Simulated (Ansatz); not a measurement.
This is a relaxation of cell and atoms with Ansatz 0.2.0 on AlGa2P3 on the sites of NaPr2Se3 (No. 71); the level of theory is r2SCAN+rVV10. The starting cell comes from a relaxation with PBEsol.

```yaml
crystal:
  lattice:
    - [-1.7693657744, 2.5365122403, 5.4623073152]
    - [1.7693657744, -2.5365122403, 5.4623073152]
    - [1.7693657744, 2.5365122403, -5.4623073152]
  atoms:
    - { symbol: Al, position: [0.0, 0.0, 0.0] }
    - { symbol: Ga, position: [0.6679753143, 0.6679753143, 0.0] }
    - { symbol: Ga, position: [0.3320246857, 0.3320246857, 0.0] }
    - { symbol: P, position: [0.5, 0.0, 0.5] }
    - { symbol: P, position: [0.1635898044, 0.6635898044, 0.5] }
    - { symbol: P, position: [0.8364101956, 0.3364101956, 0.5] }
kpoints:
  mp_grid: { grid: [8, 8, 8] }
hamiltonian:
  xc: r2scan
  dispersion: rvv10
scf:
  occupations: { method: fermi_dirac, width: 0.03 }
relax:
  f_tol: 0.01
  cell: {}
  max_steps: 120
```

The trajectory has 6 recorded frames, each with positions in Å and forces in eV/Å. Some frames, the last among them, repeat a geometry solved again on a basis re-selected at its cell; pressure is positive in compression.

Step 1: energy 0.0 meV/atom from step 1, largest force component 0.029 eV/Å, pressure +0.71 GPa
```xyz
6
Lattice="-1.7694 2.5365 5.4623 1.7694 -2.5365 5.4623 1.7694 2.5365 -5.4623" Properties=species:S:1:pos:R:3:forces:R:3 pbc="T T T"
Al    0.0000    0.0000    0.0000    0.0000    0.0000    0.0000
Ga    0.0000    0.0000    7.2974    0.0000    0.0000   -0.0046
Ga    0.0000    0.0000    3.6272    0.0000    0.0000    0.0046
P     0.0000    2.5365    0.0000    0.0000    0.0000    0.0000
P     1.7694    0.0000    1.7872    0.0000    0.0000   -0.0294
P     0.0000    2.5365    3.6752    0.0000    0.0000    0.0294
```

Step 2: energy -0.8 meV/atom from step 1, largest force component 0.017 eV/Å, pressure +0.03 GPa
```xyz
6
Lattice="-1.7875 2.5365 5.4421 1.7875 -2.5365 5.4421 1.7875 2.5365 -5.4421" Properties=species:S:1:pos:R:3:forces:R:3 pbc="T T T"
Al    0.0000    0.0000    0.0000    0.0000    0.0000    0.0000
Ga    0.0000    0.0000    7.2712    0.0000    0.0000   -0.0104
Ga    0.0000    0.0000    3.6130    0.0000    0.0000    0.0104
P     0.0000    2.5365    0.0000    0.0000    0.0000    0.0000
P     1.7875    0.0000    1.7771    0.0000    0.0000   -0.0173
P     0.0000    2.5365    3.6650    0.0000    0.0000    0.0173
```

Step 3: energy -1.1 meV/atom from step 1, largest force component 0.009 eV/Å, pressure -0.07 GPa
```xyz
6
Lattice="-1.7997 2.5293 5.4258 1.7997 -2.5293 5.4258 1.7997 2.5293 -5.4258" Properties=species:S:1:pos:R:3:forces:R:3 pbc="T T T"
Al    0.0000    0.0000    0.0000    0.0000    0.0000    0.0000
Ga    0.0000    0.0000    7.2486    0.0000    0.0000   -0.0093
Ga    0.0000    0.0000    3.6029    0.0000    0.0000    0.0093
P     0.0000    2.5293    0.0000    0.0000    0.0000    0.0000
P     1.7997    0.0000    1.7686    0.0000    0.0000   -0.0071
P     0.0000    2.5293    3.6572    0.0000    0.0000    0.0071
```

Step 4: energy -1.2 meV/atom from step 1, largest force component 0.010 eV/Å, pressure +0.06 GPa
```xyz
6
Lattice="-1.8060 2.5228 5.4147 1.8060 -2.5228 5.4147 1.8060 2.5228 -5.4147" Properties=species:S:1:pos:R:3:forces:R:3 pbc="T T T"
Al    0.0000    0.0000    0.0000    0.0000    0.0000    0.0000
Ga    0.0000    0.0000    7.2304    0.0000    0.0000    0.0097
Ga    0.0000    0.0000    3.5989    0.0000    0.0000   -0.0097
P     0.0000    2.5228    0.0000    0.0000    0.0000    0.0000
P     1.8060    0.0000    1.7637    0.0000    0.0000   -0.0012
P     0.0000    2.5228    3.6509    0.0000    0.0000    0.0012
```

Step 5: energy -1.2 meV/atom from step 1, largest force component 0.005 eV/Å, pressure -0.02 GPa
```xyz
6
Lattice="-1.8028 2.5241 5.4258 1.8028 -2.5241 5.4258 1.8028 2.5241 -5.4258" Properties=species:S:1:pos:R:3:forces:R:3 pbc="T T T"
Al    0.0000    0.0000    0.0000    0.0000    0.0000    0.0000
Ga    0.0000    0.0000    7.2477    0.0000    0.0000   -0.0016
Ga    0.0000    0.0000    3.6040    0.0000    0.0000    0.0016
P     0.0000    2.5241    0.0000    0.0000    0.0000    0.0000
P     1.8028    0.0000    1.7664    0.0000    0.0000    0.0047
P     0.0000    2.5241    3.6595    0.0000    0.0000   -0.0047
```

Step 6: energy -1.2 meV/atom from step 1, largest force component 0.005 eV/Å, pressure -0.02 GPa
```xyz
6
Lattice="-1.8028 2.5241 5.4258 1.8028 -2.5241 5.4258 1.8028 2.5241 -5.4258" Properties=species:S:1:pos:R:3:forces:R:3 pbc="T T T"
Al    0.0000    0.0000    0.0000    0.0000    0.0000    0.0000
Ga    0.0000    0.0000    7.2477    0.0000    0.0000   -0.0016
Ga    0.0000    0.0000    3.6040    0.0000    0.0000    0.0016
P     0.0000    2.5241    0.0000    0.0000    0.0000    0.0000
P     1.8028    0.0000    1.7664    0.0000    0.0000    0.0047
P     0.0000    2.5241    3.6595    0.0000    0.0000   -0.0047
```

The walk took 5 steps, besides SCFs solved again on a fresh basis, and changed the volume by +0.7 %. The last SCF, on a fresh basis, lies 1.2 meV an atom below the first. Final cell: it is orthorhombic, Immm (No. 71); a = 3.606 Å, b = 5.048 Å, c = 10.852 Å in the conventional setting, 16.46 Å³ an atom. Around Al lie 6 P at 2.52 Å; around Ga lie 6 P at 2.52–2.57 Å; around P lie 2 Al at 2.52 Å and 4 Ga at 2.56 Å; around P lie 2 Al at 2.52 Å and 4 Ga at 2.52–2.57 Å.

Run as `ansatz run input.yaml --threads 2 --pin off --max-ram 2211MiB --backend cpu --events-out ev --progress --plain --runs-dir out`. Wall time 120 s on 2 threads of Arm Neoverse V2, with other jobs on the host; peak host memory 0.89 GiB.

Simulation only: spin-unpolarised, and no claim that this is the phase found in nature.
